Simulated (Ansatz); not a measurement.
MgH2:
Space group P4₂/mnm (No. 136); a = 4.477 Å, b = 4.477 Å, c = 3.008 Å, α = 90.00°, β = 90.00°, γ = 90.00°

```json
[
 {"atom": "Mg", "site": "2a", "symmetry": "m.mm", "x": "0.0000", "y": "0.0000", "z": "0.0000"},
 {"atom": "H", "site": "4f", "symmetry": "m.2m", "x": "0.3045", "y": "0.3045", "z": "0.0000"}
]
```

Relaxed at zero pressure with PBEsol in the plane-wave PAW code Ansatz.

### Question
The volume is lowered by 9 % and shape and atoms relax at that volume. What pressure results, and how do the axes share the change?

### Answer
5.6 GPa; a -3.7 %, b -3.7 %, c -1.8 %; the energy rises by 15 meV/atom.

### Question
Give the new structure.

### Answer

Space group P4₂/mnm (No. 136); a = 4.309 Å, b = 4.309 Å, c = 2.954 Å, α = 90.00°, β = 90.00°, γ = 90.00°

```csv
atom,site,symmetry,x,y,z
Mg,2a,m.mm,0.0000,0.0000,0.0000
H,4f,m.2m,0.3048,0.3048,0.0000
```

The phase is kept; no other phase was compared at this pressure.

Space group P4_2/mnm (rutile). The cell was relaxed with PBEsol under the symmetry of its start; phonons on a q-mesh show no instability.

Potentials: the later of the program's two PAW sets.
